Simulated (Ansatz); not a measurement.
The start is a generated trial cell of TiOs in the AFLOW prototype AB_tI8_141_a_b ("40", as in NbP). A full variable-cell relaxation at zero pressure is run with PBEsol (plane waves to 420 eV, PAW, scalar-relativistic; Ansatz, a program for electronic structure). First-step values are on the input's coarse k-mesh.

Ansatz input (later rounds restart from its end on a renewed k-mesh):
Ansatz 0.2 input:
```yaml
crystal:
  lattice:
    - [-1.6245866, 1.6245866, 5.5602394]
    - [1.6245866, -1.6245866, 5.5602394]
    - [1.6245866, 1.6245866, -5.5602394]
  atoms:
    - { symbol: Os, position: [0.75, 0.25, 0.5] }
    - { symbol: Os, position: [0, 0, 0] }
    - { symbol: Ti, position: [0.5, 0.5, 0] }
    - { symbol: Ti, position: [0.25, 0.75, 0.5] }
basis: { ecutwfc: 420, ecutrho_ratio: 4, xc_grid: 2, fft_grid_basis: typed }
kpoints: { mp_grid: { grid: [14, 14, 14] } }
hamiltonian:
  xc: pbesol
  dispersion: none
  pseudopotentials: { kind: paw }
scf: { occupations: { method: fermi_dirac, width: 0.05 } }
relax: { f_tol: 0.01, max_steps: 100, cell: { stress_tol: 0.02 } }
output: { forces: true, stress: true }
```

How large is the pressure on the unrelaxed cell, and of which sign?

+29.6 GPa (positive: the cell is compressed).

How much energy is released per atom?

0.97 eV/atom.

How do the shortest distances between atoms change?

The closest pairs of elements (up to four, under 3.6 Å), start → end: Os–Ti 2.30 → 2.58 Å; Os–Os 3.22 → 2.86 Å; Ti–Ti 3.22 → 2.86 Å.

Is the relaxed structure metallic? Give its gap.

Zero (metallic).

Give the final cell and atomic positions.


Space group I4₁/amd, origin choice 1 (No. 141); a = 3.654 Å, b = 3.654 Å, c = 8.812 Å, α = 90.00°, β = 90.00°, γ = 90.00°

```tsv
atom	site	symmetry	x	y	z
Os	4a	-4m2	0.0000	0.0000	0.0000
Ti	4b	-4m2	0.0000	0.0000	0.5000
```
(The calculation used a cell of 4 atoms; values per cell refer to that cell.)

The space group stays I4₁/amd (No. 141) (the run could not lower it), with 4 atoms in the primitive cell. Final values are on a 18×18×18 k-mesh of the relaxed cell. No spin polarisation in the result.

The run could not lose the symmetry of its start: the end is stationary, and may be a saddle point rather than a minimum.

All atoms sit on sites fixed by symmetry, so only the cell could relax.

The relaxed structure here is a generated cell of TiOs: the first start was made by placing the elements on the sites of a structure type, and the end was not matched to a known phase here, so it may be hypothetical.
